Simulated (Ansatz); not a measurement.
Data:

ZrTa:
```cif
data_TaZr
_chemical_formula_sum 'Ta1 Zr1'
_space_group_name_H-M_alt 'P4/mmm'
_space_group_IT_number 123
_space_group_name_Hall '-P 4 2'
_cell_length_a 2.92756
_cell_length_b 2.92756
_cell_length_c 4.78263
_cell_angle_alpha 90.000
_cell_angle_beta 90.000
_cell_angle_gamma 90.000
loop_
_atom_site_label
_atom_site_type_symbol
_atom_site_symmetry_multiplicity
_atom_site_Wyckoff_symbol
_atom_site_fract_x
_atom_site_fract_y
_atom_site_fract_z
_atom_site_occupancy
Ta1 Ta 1 a 0.00000 0.00000 0.00000 1
Zr1 Zr 1 d 0.50000 0.50000 0.50000 1
```

This is the r²SCAN-relaxed structure.

All from the program Ansatz at the r²SCAN level (PAW), unless another level is named. Give the density of states at the Fermi level.

1.4 states/eV per atom (mean over ±0.08 eV).

And the formation energy from the elements (no fitted shifts)?

0.23 eV/atom.

The start of the workflow was typed in or built on a structure type; neither database checked (COD, Materials Project) lists it. Its standing as an ambient phase is unchecked. The cell was relaxed with r²SCAN under the symmetry of its start; its stability against distortions is not shown here. The run is not spin-polarised. Its formation energy is positive at this level, so the cell may be metastable or incomplete. The references are the lowest solids computed at this level, not always the standard phases. Scalar-relativistic: spin–orbit coupling is off unless named, which matters more the heavier the elements.

Potentials: the earlier of the program's two PAW sets.
